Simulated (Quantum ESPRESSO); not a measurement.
## Kohn-Sham bands of BaGaGeH (P3m1)

```
CELL_PARAMETERS angstrom
      4.37804     0.00000     0.00000
     -2.18902     3.79149     0.00000
      0.00000     0.00000     5.26956
ATOMIC_POSITIONS crystal
  Ba 0.33333 0.66667 0.00002
  Ga 0.00000 0.00000 0.55053
  Ge 0.66667 0.33333 0.44636
  H  0.00000 0.00000 0.88298
```

Structure: Materials Project mp-1018095, symmetrised, not relaxed again. COD (Crystallography Open Database) has an entry of this formula and space group (matched by these alone). Method: PBEsol plane waves in Quantum ESPRESSO 7.5 (PseudoDojo norm-conserving files, 64 Ry, no spin polarisation, no spin-orbit coupling), Bloch states on a 6×6×4 mesh through Γ, Wannier90 4.0.1. Density: 12×12×6 mesh, cold smearing 0.01 Ry. Spin-orbit coupling is left out although heavy elements are present. The gap is small at this level and was sampled on the meshes and a path alone.

Q: List the Kohn-Sham levels between −8 and 3.1 eV relative to the valence-band maximum at the high-symmetry points, as a band run of pw.x on that density gives them (levels within 2 meV counted together).

A: 
| point | k (reciprocal lattice) | levels (eV) |
|---|---|---|
| Γ | 0.000 0.000 0.000 | -4.45, -1.17, -0.43 (×2), 0.45 |
| M | 0.500 0.000 0.000 | -7.75, -6.59, -3.15, -1.22, -0.53, 0.57, 1.75 |
| K | 0.333 0.333 0.000 | -7.40, -6.55, -3.16, -2.83, -0.77, 1.09, 2.68 |
| A | 0.000 0.000 0.500 | -5.51, -0.02, 0.00 (×2), 0.06, 1.83 (×2), 2.73 (×2), 2.79 |
| L | 0.500 0.000 0.500 | -6.07, -3.46, -1.70, -0.95, 1.63 |
| H | 0.333 0.333 0.500 | -7.64, -6.77, -3.21, -2.34, -0.58 |
